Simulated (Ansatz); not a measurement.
GaS in space group P6_3/mmc (No. 194; Ga on 4f, S on 4f), the program Ansatz at the LDA level (PAW). The conduction-band minimum lies at M, with 3 equivalent valleys. Second derivatives d²E/dk² of the lowest band at one valley (eV·Å²), along Cartesian directions:

| direction | d²E/dk² |
|---|---|
| [100] | 32.24 |
| [010] | 0.5828 |
| [001] | 7.091 |
| [110] | 16.43 |
| [101] | 19.65 |
| [011] | 3.840 |

Task: Find the principal effective masses, the density-of-states mass and the conductivity mass.

Result: Off-diagonal terms follow from H_xy = H[110] − (H_xx + H_yy)/2, and m*/mₑ = 7.620 eV·Å² over each eigenvalue: 0.24, 1.1, 13. One valley's DOS mass (m₁m₂m₃)^(1/3) = 1.5, conductivity mass 3/(Σ 1/mᵢ) = 0.57 mₑ.

Task: What effective density of states Nc follows at 300 K for parabolic valleys?

Result: Nc = 2.509e19 × 3 × (1.5)^(3/2) ≈ 1.4e20 cm⁻³.

The cell was relaxed with LDA under the symmetry of its start. A crystal of weakly bound layers computed without a dispersion correction: the cell and the soft elastic constants depend strongly on that. Scalar-relativistic: spin–orbit coupling is off unless named, which matters more the heavier the elements.

Potentials: the later of the program's two PAW sets.

Edges and masses are those of Kohn–Sham bands, whose gap is no quasiparticle gap.
